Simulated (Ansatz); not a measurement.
V3Ge (A15 (Cr3Si type), Pm-3n) at seven volumes, PBEsol (plane waves, PAW; program Ansatz), scaled uniformly. One row is withheld.

```csv
V (Å³/atom),P (GPa)
11.847,22.91
12.238,14.07
12.628,6.50
13.019,0.00
13.409,?
13.800,-10.35
14.190,-14.44
```

Problem. Fit the shown pressures and predict the withheld one.

Solution. Third-order Birch–Murnaghan: P = (3/2)B₀(x^(7/2) − x^(5/2))[1 + (3/4)(B′ − 4)(x − 1)] with x = (V₀/V)^(2/3). Least squares on the six rows gives V₀ = 13.019 Å³/atom, B₀ = 200.1 GPa, B′ = 4.10. At V = 13.409, x = 0.9805 and P = -5.56 GPa. The run itself gave -5.57 GPa.

The workflow started from a Materials Project entry (that database holds measured and hypothetical structures alike); the Crystallography Open Database files this formula in space group No. 223, but the cells were not matched. Whether it is the stable phase at ambient conditions was not checked. The PBEsol relaxation kept the symmetry of its start; its stability against distortions is not shown here. The workflow began spin-polarised and lost its moments.

Potentials: the later of the program's two PAW sets.
